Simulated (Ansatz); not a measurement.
Independent-particle absorption of N (Fm-3m, a = 4.831 Å, b = 4.831 Å, c = 4.831 Å, α = 90.00°, β = 90.00°, γ = 90.00°), no local fields or excitons, 0.1 eV broadening. Computed with Ansatz 0.2.0, DFT LDA, scalar-relativistic, plane waves, PAW.

Settings: cutoff 420 eV, Γ-centred mesh 6×6×6 on the computed 4-atom cell, Gaussian smearing of 0.02 eV; collinear spin from starting moments 3.15 3.15 3.15 3.15 μB. The spectrum is summed on a 9×9×9 mesh.

```xyz
4
Lattice="4.8308 0.0000 0.0000 0.0000 4.8308 0.0000 0.0000 0.0000 4.8308" Properties=species:S:1:pos:R:3 pbc="T T T"
N    -0.0001   -0.0001   -0.0001
N     2.4155    4.8309    2.4153
N     2.4153    2.4155    4.8309
N     4.8309    2.4153    2.4155
```

```
photon energy (eV)  ε2,zz
               0.0   0.00
               0.4   0.00
               0.8   0.00
               1.2   0.00
               1.6   0.00
               1.8   0.00
               2.2   0.00
               2.6   0.00
               3.0   0.00
               3.4   0.00
               3.8   0.00
               4.2   0.00
               4.6   0.00
               5.0   0.00
               5.2   0.00
               5.6   0.00
               6.0   0.00
               6.4   0.00
               6.8   0.00
               7.2   0.03
               7.6   0.20
               8.0   0.27
               8.2   0.30
               8.6   0.34
               9.0   0.37
               9.4   1.16
               9.8   3.73
              10.2   1.39
              10.6   1.53
              11.0   1.94
              11.4   2.19
              11.6   1.97
              12.0   1.19
              12.4   0.98
              12.8   0.99
              13.2   0.51
```

The strongest peak lies near 9.8 eV. ε∞ (xx, yy, zz) = 1.7, 1.7, 1.7.

Cost: 1 run of about 1.3 core-minutes, on Arm Neoverse V1 (shared hosts).